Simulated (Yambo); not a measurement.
Quantum ESPRESSO input (PBEsol, PseudoDojo standard norm-conserving files, scalar-relativistic) whose wavefunctions are converted with p2y:

```
&CONTROL
  calculation = 'nscf'
  pseudo_dir = './pseudo'
  outdir = './out'
/
&SYSTEM
  ibrav = 0
  nat = 10
  ntyp = 4
  ecutwfc = 84.0
  ecutrho = 336.0
  occupations = 'fixed'
  force_symmorphic = .true.
  nbnd = 210
/
&ELECTRONS
  conv_thr = 1e-08
  diago_full_acc = .true.
  diago_thr_init = 1e-08
/
ATOMIC_SPECIES
O 15.9990 O.upf
Zn 65.3800 Zn.upf
Sr 87.6200 Sr.upf
Mo 95.9500 Mo.upf
CELL_PARAMETERS angstrom
  0.000000000000   4.023240000000   4.023240000000
  4.023240000000   0.000000000000   4.023240000000
  4.023240000000   4.023240000000   0.000000000000
ATOMIC_POSITIONS crystal
O   0.758980000000   0.241020000000   0.758980000000
O   0.241020000000   0.758980000000   0.241020000000
O   0.758980000000   0.241020000000   0.241020000000
O   0.241020000000   0.758980000000   0.758980000000
O   0.758980000000   0.758980000000   0.241020000000
O   0.241020000000   0.241020000000   0.758980000000
Zn   0.500000000000   0.500000000000   0.500000000000
Sr   0.250000000000   0.250000000000   0.250000000000
Sr   0.750000000000   0.750000000000   0.750000000000
Mo   0.000000000000   0.000000000000   0.000000000000
K_POINTS automatic
1 1 1 0 0 0
```

Yambo's initialisation report on symmetry, reciprocal space, the k grid and the gaps on this mesh:

```
  [02.02] Symmetries
  ==================

  Inversion symmetry    : yes
  Spatial inversion     : yes
  Inversion index       :  25
  K-space Time-reversal : no
  Magnetic symmetries   : no
  Group table correct   : yes
  Symmetries units      :  [cc]

  [02.03] Reciprocal space
  ========================

  nG shells         :   658
  nG charge         :   91305
  nG WFs            :  11527
  nC WFs            :  11527
  G-vecs. in first 65 shells:  [ Number ]
     1    9   15   27   51   59   65   89  113
    137   169   181   229   259   283   307   331   339
    387   411   459   531   537   561   609   645   701
    725   749   821   869   893   941   965  1037  1067
   1139  1211  1243  1291  1363  1411  1459  1471  1591
   1639  1687  1759  1807  1837  1893  1917  1989  2085
   2109  2133  2229  2277  2397  2421  2445  2565  2637
   2685  2733
  ...
  Shell energy in first 65 shells:  [ mHa ]
    0.00000      256.119      341.492      682.983      939.102      1024.48      1365.97      1622.09      1707.46
    2048.95      2305.07      2731.93      2988.05      3073.43      3414.92      3671.04      3756.41      4097.90
    4354.02      4439.39      4780.88      5037.00      5463.87      5719.99      5805.36      6146.85      6402.97
    6488.34      6829.83      7085.95      7171.33      7512.82      7768.94      8195.80      8451.92      8537.29
    8878.78      9134.90      9220.28      9817.89      9903.26      10244.8      10500.9      10927.7      11183.9
    11269.2      11610.7      11866.8      11952.2      12293.7      12549.8      12635.2      12976.7      13232.8
    13659.7      13915.8      14001.2      14342.7      14598.8      14684.1      15025.6      15281.8      15367.1
    15708.6      15964.7
  ...

  [02.04] K-grid lattice
  ======================

  Compatible Grid is   : 0D
  K lattice UC volume  :  0.282218 [a.u.]

  IBZ K-points                                      :  1
  BZ  K-points                                      :  1

  K/Q-points units:
  rlu = crystal or reduced units; cc = cartesian coordinates; iku = interal k-units

  K [1]          [rlu]:  0.000000  0.000000  0.000000
         WF components:  11527

  [02.05] Energies & Occupations
  ==============================

  [X] === General ===
  [X] Electronic Temperature                        :  0.000000  0.000000 [eV K]
  [X] Bosonic    Temperature                        :  0.000000  0.000000 [eV K]
  [X] Finite Temperature mode                       : no
  [X] El. density                                   :  0.69101E+24 [cm-3]
  [X] Fermi Level                                   :  9.285861 [eV]

  [X] === Gaps and Widths ===
  [X] Conduction Band Min                           :  2.321760 [eV]
  [X] Valence Band Max                              :  0.000000 [eV]
  [X] Filled Bands                                  :   45
  [X] Empty Bands                                   :   46  210
  [X] Direct Gap                                    :  2.321760 [eV]
  [X] Direct Gap localized at k                     :  1
```
The gaps are PBEsol values on this mesh alone; only operations without fractional translations are kept.

Spin-orbit coupling is not included.

Geometry of the Materials Project entry, not relaxed at this level.
